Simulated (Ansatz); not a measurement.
The cell of SbS₅ is invented: random cell by space group and Wyckoff sites (F-43m, No. 216). Lengths were set from tabulated atomic sizes, so they are only a guess.

Space group F-43m (No. 216). a = 8.912 Å, b = 8.912 Å, c = 8.912 Å, α = 90.00°, β = 90.00°, γ = 90.00°
```csv
atom,site,symmetry,x,y,z
Sb,4c,-43m,0.2500,0.2500,0.2500
S,16e,.3m,0.4103,0.0897,0.4103
S,4d,-43m,0.2500,0.2500,0.7500
```

Method: DFT PBE, scalar-relativistic, plane waves, PAW (Ansatz). Cutoff 420 eV, Gaussian smearing, Γ-centred meshes. Cell and atoms relax first on a coarse mesh and then on a finer one. In between, the cell is made exact in the group found at 0.06 Å. In metals the finer mesh still leaves noise of several meV/atom or more. The steps can't lower the symmetry of their start. No spin polarisation.

A guess keeps its type if space group and coordination stay and the shape of the cell changes little (axis ratios within about 15 %, angles within 6°); the volume may change.

Q: Will the relaxed cell still be of the starting type?

A: It keeps its type. The symmetry stays F-43m (No. 216). The volume per atom grows by 16.6 %, from 29.5 to 34.4 Å³. The shortest distance goes from 2.26 Å (S–S) to 2.44 Å (Sb–S). Counting neighbours within 15 % of an atom's shortest distance, the start has S 4/12, Sb 4 and the end S 4/12, Sb 4.

The zero of energy is the elements' standard structures at the same level; no fitted shifts are applied.

Q: At what energy does it end?

A: +1.12 eV/atom. The separate elements lie lower, so it is unstable against them.

The last run used an 8×8×8 mesh for its 6-atom cell and Gaussian smearing of 0.10 eV. These runs have no spin–orbit coupling, which can matter for Sb. An odd number of electrons in the primitive cell allows no gap without spin; a larger cell or a magnetic state could open one. S stands nearly free of neighbours here, and without spin polarisation the energy of such atoms comes out too high. The cell is a metal run without spin; a magnetic state may lie lower. The reference form of S is held partly by dispersion forces, which this level lacks. Symmetry constrained the relaxation, so the result can be a saddle point. Another cell of SbS5 relaxed alike, in R-3m, lies 0.87 eV/atom lower, so this cell isn't the stable form at this level.

In counts of neighbours, a slash parts the counts of unlike sites.
